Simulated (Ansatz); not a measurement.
Here is the system:

MgO:
```
CELL_PARAMETERS angstrom
      5.52203     0.00000     0.00000
      0.00000     5.52203     0.00000
      0.00000     0.00000     5.52203
ATOMIC_POSITIONS crystal
  Mg 0.25000 0.00000 0.50000
  Mg 0.75000 0.00000 0.50000
  Mg 0.50000 0.75000 0.00000
  Mg 0.50000 0.25000 0.00000
  Mg 0.00000 0.50000 0.75000
  Mg 0.00000 0.50000 0.25000
  O  0.25000 0.50000 0.00000
  O  0.75000 0.50000 0.00000
  O  0.00000 0.75000 0.50000
  O  0.00000 0.25000 0.50000
  O  0.50000 0.00000 0.75000
  O  0.50000 0.00000 0.25000
```

This is the LDA-relaxed structure.

**Question.** All from LDA in the plane-wave PAW code Ansatz, unless another level is named. Predict the electron effective mass.

**Answer.** 0.40 mₑ (isotropic).

**Question.** What about the band gap?

**Answer.** 2.87 eV (smallest direct gap 2.87 eV).

**Question.** Predict the formation energy from the elements (no fitted shifts).

**Answer.** -2.68 eV/atom.

**Question.** What about the conduction-band minimum?

**Answer.** at Γ.

**Question.** What about the weight of the conduction-edge state by species (Voronoi cells)?

**Answer.** Mg 51 %, O 49 %.

**Question.** Predict the weight of the valence-edge state by species (Voronoi cells).

**Answer.** O 92 %, Mg 8 %.

Space group Pm-3n. The first step of the workflow began from a Materials Project structure, measured or hypothetical; the Crystallography Open Database copy checked does not list it. It is not the phase usual at ambient conditions (space group No. 225). Symmetry was held in the LDA relaxation; phonons on a q-mesh show no instability. The references are the lowest solids computed at this level, not always the standard phases (solids in place of the gases).

Potentials: the later of the program's two PAW sets.
